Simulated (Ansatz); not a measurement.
**Sensitivity of the gradients in KCl with Rb replacing K to the input**

Cell: a supercell of KCl (rock salt type, Fm-3m) built from an entry of the Crystallography Open Database (COD), with all atoms left at the host's positions.

Space group Fm-3m (No. 225); a = 18.8788 Å.

```
site  Wyckoff  site symmetry       x       y       z
  Rb       4a           m-3m  0.0000  0.0000  0.0000
  K2      48h           m.m2  0.1667  0.1667  0.0000
  K5      32f            .3m  0.3333  0.1667  0.1667
 K15      24e           4m.m  0.5000  0.5000  0.3333
Cl28      32f            .3m  0.1667  0.1667  0.1667
Cl30      24e           4m.m  0.5000  0.5000  0.1667
Cl32      48i           m.m2  0.5000  0.3333  0.3333
Cl41       4b           m-3m  0.5000  0.5000  0.5000
```

One atom of each set is listed; the run and its k-mesh use a cell of 54 atoms with edges of 13.35, 13.35, 13.35 Å.

Reference run. The numbers come from a DFT calculation in Ansatz (PBE, plane waves and PAW, scalar-relativistic, 420 eV cutoff, Γ-centred 2×2×2 k-points, Fermi–Dirac smearing 0.01 eV).

Question: The input is changed as follows: `hamiltonian.xc`: pbe → r2scan; `magnetization`: not typed → {spin_polarized: true}. What happens to V_zz (10²¹ V/m²) and η?

Answer: 

```json
{"site": "Rb", "V_zz reference": "0.00", "η reference": "–", "V_zz changed": "0.00", "η changed": "–"}
{"site": "K15", "V_zz reference": "-0.023", "η reference": "0.00", "V_zz changed": "-0.024", "η changed": "0.00"}
{"site": "Cl30", "V_zz reference": "-0.65", "η reference": "0.00", "V_zz changed": "-0.70", "η changed": "0.00"}
```

The largest change of V_zz along a kept axis is on Cl30, from -0.65 to -0.70. In per cent, |V_zz| changes by +9 on Cl (all sites that start above 0.5). Other sites with |V_zz| of 0.02 or less aren't listed. The cutoff that the program takes moves with it, from 420 to 500 eV. SCF iterations: 6 and 9. New warnings: no starting moments, slots ram shed.

On the reference run: The defect repeats with the cell of 54 atoms, so it feels its images: sites between two images don't show the values beside a lone defect, and zeros or small values of η there can come from the images' arrangement. Without spin–orbit coupling (the program notes it for Rb) the gradients are little affected as a rule: paired runs on crystals with a gap mostly move them by under 2 % at such atoms. The neighbours have not yet relaxed around the defect (largest force 0.19 eV/Å), so a real crystal will differ.
